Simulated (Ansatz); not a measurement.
The end point of a relaxation of ZnO. Calculation: PBEsol (plane waves to 420 eV, PAW, scalar-relativistic; Ansatz, a quantum-chemistry and plane-wave program).

```cif
data_O2Zn2
_chemical_formula_sum 'O2 Zn2'
_space_group_name_H-M_alt 'P 1'
_space_group_IT_number 1
_cell_length_a 3.41246
_cell_length_b 3.41246
_cell_length_c 4.48293
_cell_angle_alpha 90.000
_cell_angle_beta 90.000
_cell_angle_gamma 120.000
loop_
_space_group_symop_operation_xyz
  'x, y, z'
loop_
_atom_site_label
_atom_site_type_symbol
_atom_site_fract_x
_atom_site_fract_y
_atom_site_fract_z
_atom_site_occupancy
O1 O 0.33333 0.66667 0.25000 1
O2 O 0.66667 0.33333 0.75000 1
Zn1 Zn 0.66667 0.33333 0.25000 1
Zn2 Zn 0.33333 0.66667 0.75000 1
```

Question: Determine the symmetry and give the standard cell with its independent sites.

Answer: Space group P6₃/mmc (No. 194); a = b = 3.412 Å, c = 4.483 Å, α = β = 90.00°, γ = 120.00°

| atom | site | symmetry | x | y | z |
|---|---|---|---|---|---|
| O | 2c | -6m2 | 0.3333 | 0.6667 | 0.2500 |
| Zn | 2d | -6m2 | 0.6667 | 0.3333 | 0.2500 |

Question: Give the shortest distances between elements (the closest pairs, up to four, under 3.6 Å).

Answer: O–Zn 1.97 Å; O–O 2.98 Å; Zn–Zn 2.98 Å.

```json
{
 "volume_per_atom": "11.30 Å³",
 "density": "5.98 g/cm³",
 "band_gap": "0.93 eV, indirect (valence top at H, conduction bottom at Γ) (no spin-orbit coupling)",
 "smallest_direct_gap": "0.97 eV at Γ"
}
```

No spin polarisation in the result.

The run could not lose the symmetry of its start.

It was reached from a disturbed copy of a P6₃/mmc (No. 194) cell, against which it lies -209 meV/atom.

The first start was generated by placing the elements on the sites of a structure type. Materials Project lists a structure of ZnO in the same space group, P6₃/mmc (No. 194); the sites were not compared with it, nor with measured phases. Known forms of ZnO include space group No. 186.
